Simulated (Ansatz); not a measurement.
Input and command of a calculation in Ansatz (plane waves; scalar-relativistic PAW potentials unless the input names others):

```yaml
crystal:
  lattice:
    - [5.0873867106, 0.0, 0.0]
    - [0.0, 5.0873867106, 0.0]
    - [0.0, 0.0, 8.6195217441]
  atoms:
    - { symbol: Rb, position: [0.5, 0.0, 0.8512035166] }
    - { symbol: Rb, position: [0.0, 0.5, 0.1487964834] }
    - { symbol: Tl, position: [0.0, 0.0, 0.5] }
    - { symbol: Tl, position: [0.5, 0.5, 0.5] }
    - { symbol: Se, position: [0.5, 0.0, 0.25702192] }
    - { symbol: Se, position: [0.0, 0.5, 0.74297808] }
basis:
  ecutwfc: 420
  ecutrho_ratio: 8
kpoints:
  mp_grid: { grid: [6, 6, 4] }
hamiltonian:
  xc: pbe
scf:
  occupations: { method: tetrahedron }
output:
  forces: true
  eigenvalues: true
  stress: true
relax:
  adjacent_minimum: "off"
  f_tol: 0.01
  max_steps: 80
  cell: { stress_tol: 0.05 }
```

```bash
ansatz run input.yaml --threads 1 --pin off --max-ram 2560MiB --backend cpu --events-out ev --progress --plain --runs-dir out
```

Abridged log:
```
Warning: relax: with tetrahedron occupations the Hellmann–Feynman forces and the energy need not agree along the walk (scf.occupations.method in the input reference, under Limitations); prefer a smearing scheme for the relaxation and re-run the relaxed geometry with tetrahedron occupations for the final energies/DOS
Warning: output.forces, output.stress, relax.cell or npt_langevin: where a Kohn–Sham band that disperses or a degenerate level is filled in part under the method tetrahedron, the forces or the stress that this run publishes need not agree with its energy (scf.occupations.method in the input reference, under Limitations); prefer a smearing scheme for the forces or the stress
Basis set: ecut = 420 eV, 4341 PW (Γ), exchange–correlation on 100×100×180 points (8 copies of the dense FFT grid, shifted against one another)
Bands: 47, of which v1, the nominal top of the filled ones, is band 38 counted from 1 (37 counted from 0)
Symmetry: 16 space group operations
k-points: 30 of 144
SCF iter   1: F=—  HF=-40365.371420 eV  |F-HF|=—  |Δ(HF+E_count)|=         —  Δρ=1.16e-3  dr2=5.25e-3  ethr=1.77e-3  ⟨swp⟩=7.7  Hψ=5659  notcnv=0
SCF iter   2: F=—  HF=-40365.368028 eV  |F-HF|=—  |Δ(HF+E_count)|=   3.39e-3  Δρ=5.91e-4  dr2=1.10e-3  ethr=6.91e-6  ⟨swp⟩=3.0  Hψ=2755  notcnv=0  defer=92
SCF iter   3: F=—  HF=-40365.368273 eV  |F-HF|=—  |Δ(HF+E_count)|=   2.45e-4  Δρ=2.00e-4  dr2=2.15e-4  ethr=1.45e-6  ⟨swp⟩=2.1  Hψ=2279  notcnv=0  defer=92
SCF iter   4: F=—  HF=-40365.368341 eV  |F-HF|=—  |Δ(HF+E_count)|=   6.82e-5  Δρ=7.43e-5  dr2=2.13e-5  ethr=2.82e-7  ⟨swp⟩=3.0  Hψ=2463  notcnv=0  defer=92
SCF iter   5: F=—  HF=-40365.368353 eV  |F-HF|=—  |Δ(HF+E_count)|=   1.22e-5  Δρ=3.20e-5  dr2=3.14e-6  ethr=2.80e-8  ⟨swp⟩=3.0  Hψ=2801  notcnv=0  defer=92
SCF iter   6: F=—  HF=-40365.368322 eV  |F-HF|=—  |Δ(HF+E_count)|=   3.07e-5  Δρ=8.68e-6  dr2=1.18e-7  ethr=4.13e-9  ⟨swp⟩=3.4  Hψ=2828  notcnv=0  defer=92
SCF iter   7: F=—  HF=-40365.368323 eV  |F-HF|=—  |Δ(HF+E_count)|=   1.85e-7  Δρ=3.19e-6  dr2=1.86e-8  ethr=1.56e-10  ⟨swp⟩=3.2  Hψ=2821  notcnv=0  defer=92
SCF iter   8: F=—  HF=-40365.368323 eV  |F-HF|=—  |Δ(HF+E_count)|=   4.90e-8  Δρ=4.35e-7  dr2=5.03e-10  ethr=2.45e-11  ⟨swp⟩=3.6  Hψ=2502  notcnv=0  defer=92
SCF iter   9: F=—  HF=-40365.368323 eV  |F-HF|=—  |Δ(HF+E_count)|=   1.86e-9  Δρ=1.37e-7  dr2=6.27e-11  ethr=1.00e-12  ⟨swp⟩=5.7  Hψ=4911  notcnv=0
SCF iter  10: F=-40365.368323 eV  HF=-40365.368323 eV  |F-HF|=7.28e-12  |Δ(HF+E_count)|=  2.11e-10  Δρ=3.63e-8  dr2=6.14e-12  ethr=1.00e-12  ⟨swp⟩=4.4  Hψ=4168  notcnv=0
SCF 1 converged in 10 iterations: F = -40365.368323 eV  dr2 = 6.14e-12
relax step   1: F+E_penalty+E_count = -40365.36832271 eV  Δ(F+E_penalty+E_count) = +0.000e0 eV  max|allowed force component| = 2.707e-3 eV/Å  Δτ_max = 0.0000 Å  P = +0.001 GPa  Ω = 223.086 Å³  (10 SCF iters, accepted)
Initial density: handed on by an earlier stage of this run
Initial wavefunctions: pseudopotential atomic-orbital guess (no wavefunctions were taken with the density)
SCF iter   1: F=—  HF=-40365.368350 eV  |F-HF|=—  |Δ(HF+E_count)|=         —  Δρ=5.09e-7  dr2=2.63e-10  ethr=6.27e-8  ⟨swp⟩=7.0  Hψ=10558  notcnv=0  defer=4
SCF iter   2: F=—  HF=-40365.368323 eV  |F-HF|=—  |Δ(HF+E_count)|=   2.74e-5  Δρ=2.60e-7  dr2=8.25e-11  ethr=1.00e-12  ⟨swp⟩=6.5  Hψ=5332  notcnv=0  defer=6
SCF iter   3: F=-40365.368323 eV  HF=-40365.368323 eV  |F-HF|=2.91e-11  |Δ(HF+E_count)|=    0.00e0  Δρ=1.72e-7  dr2=3.05e-11  ethr=1.00e-12  ⟨swp⟩=4.0  Hψ=4506  notcnv=0
SCF 2 converged in 3 iterations: F = -40365.368323 eV  dr2 = 3.05e-11
SCF converged after 3 iterations
Stability not checked: this state was not tested for a lower state beside it, because cold or Methfessel-Paxton smearing, or corrected tetrahedra, fill the levels in a way that the test cannot read (fill_not_monotonic; see scf.lower_state_search)
Free energy (F): -40365.368323 eV
Harris-Foulkes:  -40365.368323 eV  (|F-HF|=2.91e-11)
Internal energy: -40365.368323 eV  (E = F + TS)
E sigma→0 (E₀):  -40365.368323 eV
Fermi energy:    5.378316 eV
--- Forces (eV/Å), atoms counted from 1 ---
  atom   1  Rb     0.00000000     0.00000000    -0.00035426
  atom   2  Rb     0.00000000     0.00000000     0.00035426
  atom   3  Tl     0.00000000     0.00000000     0.00000000
  atom   4  Tl     0.00000000     0.00000000     0.00000000
  atom   5  Se     0.00000000     0.00000000     0.00270968
  atom   6  Se     0.00000000     0.00000000    -0.00270968
--- Stress (GPa, compression-positive) ---
        0.014257       0.000000       0.000000
        0.000000       0.014257       0.000000
        0.000000       0.000000      -0.025059
  P = ⅓ Tr σ = 0.0012 GPa (0.012 kbar)
--- Relaxed structure (1 steps of the walk, 1 accepted, 1 SCFs on fresh bases) ---
  F+E_penalty+E_count = -40365.36832271 eV   max|allowed force component| = 2.710e-3 eV/Å   (the final SCF, on the basis selected at the relaxed cell)
  cell:  # Å, volume = 223.0862 Å³
    - [5.0873867106, 0.0, 0.0]
    - [0.0, 5.0873867106, 0.0]
    - [0.0, 0.0, 8.6195217441]
  atoms:
    - { symbol: Rb, position: [0.5, 0.0, 0.8512035166] }
    - { symbol: Rb, position: [0.0, 0.5, 0.14879648] }
    - { symbol: Tl, position: [0.0, 0.0, 0.5] }
    - { symbol: Tl, position: [0.5, 0.5, 0.5] }
    - { symbol: Se, position: [0.5, 0.0, 0.25702192] }
    - { symbol: Se, position: [0.0, 0.5, 0.74297808] }
```

Apart from outputs and empty bands, the input differs from a reference run on usual settings in scf.occupations.width: 0.02 → not typed; scf.occupations.method: "gaussian" → "tetrahedron"; basis.ecutrho_ratio: not typed → 8. The reference, at the same start, ended its own course with a relaxed volume of 37.18 Å³/atom, pressure 0.00 GPa, largest force 0.003 eV/Å, gap on the mesh 0.98 eV. This run converged in 13 SCF iterations over all its steps (reference: 12) with an energy at zero smearing within 0.01 meV/atom of the reference's, a relaxed volume of 37.18 Å³/atom, pressure 0.00 GPa, largest force 0.003 eV/Å, gap on the mesh 0.98 eV.

Time: 34 s on 1 thread of Intel(R) Xeon(R) Platinum 8375C CPU @ 2.90GHz (Ice Lake) (shared host), peak memory 0.79 GiB.